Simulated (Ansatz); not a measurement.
Data:

Relaxed Lu (hcp, Mg type):

```xyz
4
Lattice="7.0141 0.0000 0.0000 -1.7535 3.0372 0.0000 0.0000 0.0000 5.4621" Properties=species:S:1:pos:R:3 pbc="T T T"
Lu     0.0000     2.0248     4.0966
Lu     3.5071     2.0248     4.0966
Lu     1.7535     1.0124     1.3655
Lu     5.2606     1.0124     1.3655
```

A phonon eigenvector at M = (0.5, 0.0, 0.0) is frozen into this cell: atom i moves by Q times the vector below, so Q is the largest atomic displacement, in Å. The cell is held. (q is in reciprocal vectors of the primitive cell; the cell shown is doubled to hold the pattern.)

| atom | x | y | z |
|---|---|---|---|
| Lu1 | 0.000 | 0.000 | 1.000 |
| Lu2 | 0.000 | 0.000 | -1.000 |
| Lu3 | 0.000 | 0.000 | -1.000 |
| Lu4 | 0.000 | 0.000 | 1.000 |

All values below come from PBE (plane waves to 420 eV, PAW, scalar-relativistic; Ansatz, a first-principles code). k mesh 15×15×9 (Γ-centred), Fermi-Dirac smearing 0.05 eV. Energies are smeared free energies. With partly filled bands, energies and forces of such displacements shift with the k mesh and the smearing. Lu is run without spin polarisation. Lu was relaxed with its symmetry unable to fall. The PAW data are Ansatz's earlier set. ΔE is measured from the undisplaced structure.

The scan covers Q from -0.280 to 0.280 Å in 13 points.

### Question
Which space group does the distorted structure have?

### Answer
Pnma (No. 62), lowered from P6_3/mmc.

### Question
What is the energy change at Q = 0.280 Å?

### Answer
1179 meV/cell.

### Question
What harmonic wavenumber does the curvature at Q = 0 give?

### Answer
110 cm⁻¹.

(For displaced atoms, the force is minus the slope of the energy, and its curvature is a force constant, which sets phonon frequencies.)
